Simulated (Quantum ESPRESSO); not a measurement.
Al6GaMgON7, convergence and cost over cutoff and k mesh

A calculation, not a measurement. The program is pw.x of Quantum ESPRESSO 7.5 (plane-wave density functional theory). The cell is made up: 16 atoms on a doubled wurtzite lattice, with randomly drawn elements, strain and displacements, not relaxed. PseudoDojo standard norm-conserving files (v0.5 for PBE, v0.4.1 for LDA and PBEsol) set the functional; there is no spin polarisation, spin-orbit coupling or dispersion term, and the masses in the input are unused placeholders.

Input of the run in row 4:

```
&control calculation='scf', pseudo_dir='./dojo.nc.sr.pbe.v0_5.standard.upf', outdir='./o', disk_io='low', tprnfor=.true., tstress=.true. /
&system ibrav=0, nat=16, ntyp=5, nbnd=47, ecutwfc=84.00895049, nosym=.true., tot_charge=0,
 occupations='smearing', smearing='fd', degauss=0.0018374661
/
&electrons conv_thr=7.350e-09, electron_maxstep=60, /
ATOMIC_SPECIES
Al 1.0 Al.upf
Ga 1.0 Ga.upf
Mg 1.0 Mg.upf
N 1.0 N.upf
O 1.0 O.upf
CELL_PARAMETERS angstrom
3.1807 -0.0281 0.0046
-0.0487 5.4747 -0.0753
0.0151 -0.142 10.596
ATOMIC_POSITIONS angstrom
Al -0.0168 0.0046 0.0485
Al 1.5698 2.7352 -0.0455
Ga 1.5428 0.7814 2.7392
Mg 0.0911 3.6111 2.6341
Al -0.0178 -0.0486 5.3409
Al 1.6184 2.578 5.1778
Al 1.5253 0.786 7.9858
Al -0.0396 3.4992 7.8957
O 0.0393 -0.0223 1.989
N 1.5382 2.6782 1.8573
N 1.5309 0.9014 4.6611
N -0.0098 3.6021 4.5147
N -0.0223 -0.1647 7.2087
N 1.5753 2.6528 7.3208
N 1.5765 0.7675 9.9902
N 0.0543 3.5227 9.8971
K_POINTS automatic
7 4 2 1 1 1
```

The same cell was run at these settings. Meshes are shifted by half a step, and differences are from the last row, which is itself not exact.

| cutoff (eV) | k mesh | k points solved | threshold (eV) | free energy less the last row's (eV) | pressure (GPa) | largest stress difference (GPa) | largest force difference (eV/Å) | iterations | wall time (s) | k-point pools | processor |
| --- | --- | --- | --- | --- | --- | --- | --- | --- | --- | --- | --- |
| 800 | 2 x 2 x 2 | 4 | 1e-04 | 0.879 | -22.84 | 21.83 | 0.257 | 9 | 25 | 4 | AMD EPYC, older |
| 1143 | 1 x 1 x 1 | 1 | 1e-07 | -6.150 | -8.92 | 10.99 | 1.024 | 15 | 41 | 4 | AMD EPYC, older |
| 662 | 7 x 4 x 2 | 28 | 1e-07 | 16.049 | -83.32 | 77.72 | 0.112 | 15 | 72 | 4 | AMD EPYC, older |
| 1143 | 7 x 4 x 2 | 28 | 1e-07 | 0.004 | -5.66 | 0.01 | 0.003 | 16 | 188 | 4 | AMD EPYC, older |
| 1437 | 9 x 6 x 4 | 108 | 1e-07 | 0.000 | -5.67 | 0.00 | 0.000 | 16 | 763 | 4 | AMD EPYC, older |

Each pool is one process. Wall times include start-up and a band step at six k points, which weighs most on the coarsest meshes. The runs were on shared virtual cores whose load varied, so times are rough.